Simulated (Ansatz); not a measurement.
Cr (bcc)

Method: PBE, scalar-relativistic; collinear spin; PAW, 420 eV, Γ-centred 20×20×20 mesh, 0.05 eV Gaussian smearing; code Ansatz; PAW files: Ansatz's generated set soft_2.

```xyz
1
Lattice="-1.4238 1.4238 1.4238 1.4238 -1.4238 1.4238 1.4238 1.4238 -1.4238" Properties=species:S:1:pos:R:3 pbc="T T T"
Cr    0.0000    0.0000    0.0000
```

The geometry is fixed. Moments are started on Cr in several ways. q is the propagation vector of an order in a doubled cell, in units of this cell's reciprocal vectors; doubled cells take an equivalent mesh or are counted from a ferromagnetic run in the same cell, unless said otherwise. Energies count from the first row, the state in which the cell was relaxed.

The starts:
- parallel, continued from the relaxation
- no spin polarisation
- antiparallel, q = (0, 0, 1/2)
- antiparallel, q = (1/2, 1/2, 1/2)
- small parallel moments

(1) Which start ends lowest, and how far above it lies the solution without spin polarisation?

Answer:

(1) Lowest: antiparallel, q = (1/2, 1/2, 1/2). Without spin polarisation the energy is 9.4 meV/atom higher.

| start | largest typed moment (μB) | ΔE (meV/atom) | gap on the mesh (eV) | P (GPa) | final spin moments (μB) |
| --- | --- | --- | --- | --- | --- |
| parallel, continued from the relaxation | 0.05 | 0.0 | metal | 0.0 | none |
| no spin polarisation | 0.00 | 0.0 | metal | 0.0 | none |
| antiparallel, q = (0, 0, 1/2) | 2.00 | 0.0 | metal | 0.0 | none |
| antiparallel, q = (1/2, 1/2, 1/2) | 2.00 | -9.4 | metal | 3.9 | Cr 0.89, -0.89 |
| small parallel moments | 0.50 | 0.0 | metal | 0.0 | none |

The moments vanished in: parallel, continued from the relaxation; antiparallel, q = (0, 0, 1/2); small parallel moments.

The cell was relaxed in the state without moments. No parallel start was as large as the antiparallel ones, so a parallel magnetic state may have been missed.

One antiparallel order alone stands against the parallel one, so the ranking is far from complete.

Without spin polarisation the pressure is 3.9 GPa lower than in the lowest state, so the magnetic solution wants the larger cell.

Relaxed again in its lowest state, the crystal takes 11.78 Å³/atom against the 11.55 of these rows, with moments up to 1.03 μB, and lies 12 meV/atom under the first row.

Only orders that fit these small cells were tried, so the real crystal's order may be another.
